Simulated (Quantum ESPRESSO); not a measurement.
Band energies of HgS

```
CELL_PARAMETERS angstrom
      4.16108     0.00000     0.00000
     -2.08054     3.60360     0.00000
      0.00000     0.00000     9.50462
ATOMIC_POSITIONS crystal
  S  0.50181 0.00000 0.16667
  S  0.00000 0.50181 0.83333
  S  0.49819 0.49819 0.50000
  Hg 0.28556 0.00000 0.66667
  Hg 0.00000 0.28556 0.33333
  Hg 0.71444 0.71444 0.00000
```

PBEsol (Quantum ESPRESSO, PseudoDojo norm-conserving, 66 Ry, without SOC); path ΓMKΓALHA,LM,KH; energies in eV from the valence-band maximum.

```csv
k (1/Å),point,band 35,band 36,band 37,band 38,band 39,band 40,band 41,band 42
0.00,Γ,-1.42,-1.42,-0.34,-0.03,-0.03,1.21,3.15,3.15
0.44,,-1.71,-1.54,-1.13,-0.53,-0.24,2.18,2.92,3.57
0.87,M,-2.53,-2.05,-1.12,-0.75,-0.65,1.58,2.81,2.88
1.12,,-2.61,-1.81,-1.25,-0.94,-0.93,1.86,2.71,3.33
1.38,K,-2.63,-2.63,-1.31,-0.82,-0.82,2.31,2.61,2.61
1.54,,-2.60,-2.23,-1.35,-1.15,-0.59,2.35,2.44,3.12
2.05,,-1.46,-1.32,-0.77,-0.56,-0.15,1.92,3.23,3.55
2.38,Γ,-1.42,-1.42,-0.34,-0.03,-0.03,1.21,3.15,3.15
2.38,A,-1.29,-1.29,-0.08,-0.03,-0.03,2.10,2.10,2.88
2.73,,-1.75,-1.33,-0.88,-0.55,-0.17,2.43,2.66,3.51
3.25,L,-2.13,-1.79,-1.77,-0.73,-0.67,1.85,2.48,3.05
3.59,,-2.58,-2.23,-1.91,-1.42,-0.49,2.54,2.67,3.40
3.76,H,-2.57,-2.03,-1.98,-1.98,-0.56,2.55,3.23,3.23
4.04,,-2.65,-1.83,-1.39,-1.28,-0.48,2.42,2.82,3.09
4.48,,-1.63,-1.18,-0.80,-0.48,-0.14,2.47,2.52,3.86
4.76,A,-1.29,-1.29,-0.08,-0.03,-0.03,2.10,2.10,2.88
4.76,L,-2.13,-1.79,-1.77,-0.73,-0.67,1.85,2.48,3.05
5.09,M,-2.53,-2.05,-1.12,-0.75,-0.65,1.58,2.81,2.88
5.09,K,-2.63,-2.63,-1.31,-0.82,-0.82,2.31,2.61,2.61
5.42,H,-2.57,-2.03,-1.98,-1.98,-0.56,2.55,3.23,3.23
```

The PBEsol gap is indirect, 1.21 eV, from 86 % of the way from H to A to Γ; the smallest direct gap is 1.24 eV. Another valence extremum on the path lies within 0.02 eV, too close to call.

Spin-orbit coupling is left out, which matters for elements this heavy: edges can move by tenths of an eV.

Geometry relaxed with PBE+D3(BJ).
